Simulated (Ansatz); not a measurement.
Input file for Ansatz (a quantum-chemistry and plane-wave program):

Ansatz 0.2 input:
```yaml
crystal:
  lattice:
    - [4.1614353278, 0.0, 0.0]
    - [-2.0807176639, 3.60390871, 0.0]
    - [0.0, 0.0, 4.0427567525]
  atoms:
    - { symbol: Ga, position: [0.3333333333, 0.6666666667, 0.5] }
    - { symbol: Ga, position: [0.6666666667, 0.3333333333, 0.5] }
    - { symbol: Y, position: [0.0, 0.0, 0.0] }
kpoints:
  mp_grid: { grid: [11, 11, 10] }
basis: { xc_grid: 2, fft_grid_basis: typed }
hamiltonian:
  xc: pbesol
  pseudopotentials: { kind: paw }
scf:
  occupations: { method: gaussian, width: 0.1 }
checkpoint: { read: metal.run }
output: { write_density: true, elf: true, volumetric_format: npy }
```

Output (shortened):

```
Pseudopotential: Ga, paw, valence charge 13
Pseudopotential: Y, paw, valence charge 11
Functional definition: PBEsol
Crystal: 3 atoms, lattice volume = 60.631 Å³
Basis set: ecut = 420 eV, 1183 PW (Γ), exchange–correlation on 60×60×60 points (8 copies of the dense FFT grid, shifted against one another)
Bands: 27, of which v1, the nominal top of the filled ones, is band 19 counted from 1 (18 counted from 0)
Symmetry: 24 space group operations
Space group: P6/mmm (ITA 191), of the structure as read, at distance tolerance 3.9e-5 Å
k-points: 96 of 1210
Stability of the state it starts from, as read at its close in the unpolarized treatment …
iter 1 solved again at ethr=1.61e-7 eV; its pass at ethr=3.10e-3 eV (dr2=5.96e-5 eV) is discarded
SCF iter   1: F=—  HF=-11283.638342 eV  |F-HF|=—  |Δ(HF+E_count)|=         —  Δρ=3.23e-7  dr2=4.87e-11  ethr=1.61e-7  ⟨swp⟩=2.6  Hψ=17606  notcnv=0
preconditioner: auto → Kerker (q_TF=auto, 2.513 Å⁻¹)
SCF iter   2: F=-11283.638342 eV  HF=-11283.638342 eV  |F-HF|=1.27e-11  |Δ(HF+E_count)|=   3.17e-8  Δρ=2.29e-7  dr2=2.65e-11  ethr=1.00e-12  ⟨swp⟩=5.9  Hψ=10311  notcnv=0
SCF 1 converged in 2 iterations: F = -11283.638342 eV  dr2 = 2.65e-11
SCF converged after 2 iterations
Free energy (F): -11283.638342 eV
Harris-Foulkes:  -11283.638342 eV  (|F-HF|=1.27e-11)
Internal energy: -11283.632017 eV  (E = F + TS)
E sigma→0 (E₀):  -11283.635179 eV
Entropy (-TS):   -0.006325 eV (-2.108 meV/atom)
Fermi energy:    10.987438 eV
--- Per-component energies (eV) ---
  E_band       = -135.634639
  E_kinetic    = 539.763287
  E_local      = -4368.064968  (includes V_loc(G=0)·N_el)
  E_nonlocal   = 898.075779
  E_hartree    = 1990.561721
  E_xc         = -312.084383
  E_vxc        = -318.696753  (∫ρ·V_xc dr)
  E_paw        = -6666.999245  (= ΣΔE_a)
  E_vpaw       = -867.835270  (= ΣTr[D̂ρ^β])
  E_aug_tail   = -0.000201  (compensation charges beyond the density's cutoff)
  E_ewald      = -3366.758735
  E_core_change = 1.874728  (= ΣΔE_core)
  E_smearing   = -0.006325  (= −TS)
  E_closure    =  0.000000  (closes the sum)
  Σ components = -11283.638342   (vs F -11283.638342, Δ=0.00e0)
  [band-id]    e_kinetic+e_local+e_nonlocal+2·e_hartree+e_vxc+e_vpaw+e_augmentation_tail = -135.634684   (vs E_band -135.634639, Δ=-4.46e-5)
--- Band table (eV; the first three rows and the last of 96) ---
  k-point 0: bands = ["-31.3422", "-11.3948", "-11.3173", "-11.3173", "-3.7729", "-3.6873", "-3.6873", "-3.6308", "-3.6308", "-3.4844", "-3.4844", "-3.3433", "-3.3433", "-3.2873", "1.0543", "10.1021", "10.1021", "10.7943", "11.0316", "12.3061", "14.1186", …
  k-point 1: bands = ["-31.3417", "-11.4081", "-11.3162", "-11.3162", "-3.7707", "-3.6872", "-3.6872", "-3.6321", "-3.6321", "-3.4859", "-3.4859", "-3.3423", "-3.3423", "-3.2854", "1.1419", "9.8382", "10.1895", "10.1895", "11.7748", "12.3804", "13.4836", …
  k-point 2: bands = ["-31.3403", "-11.4425", "-11.3132", "-11.3132", "-3.7649", "-3.6869", "-3.6869", "-3.6356", "-3.6356", "-3.4897", "-3.4897", "-3.3398", "-3.3398", "-3.2805", "1.3888", "8.6817", "10.4487", "10.4487", "12.5338", "12.5992", "12.7512", …
  k-point 95: bands = ["-31.3298", "-11.4933", "-11.3944", "-11.3734", "-3.9853", "-3.7705", "-3.7360", "-3.7002", "-3.5125", "-3.4706", "-3.3206", "-3.3064", "-3.2914", "-3.1117", "4.1999", "4.8478", "8.2971", "9.6043", "9.6806", "14.0978", "14.6750", …
```

Cost: very roughly 7 core-seconds on shared cores.

The workflow started from an entry of the Crystallography Open Database (COD). Its standing as an ambient phase is unchecked. The cell was relaxed with PBEsol under the symmetry of its start; whether a distortion lowers the energy is not shown. No spin polarisation was allowed. Spin–orbit coupling is left out wherever it is not named.

Potentials: the later of the program's two PAW sets.

Ansatz is a plane-wave DFT program.
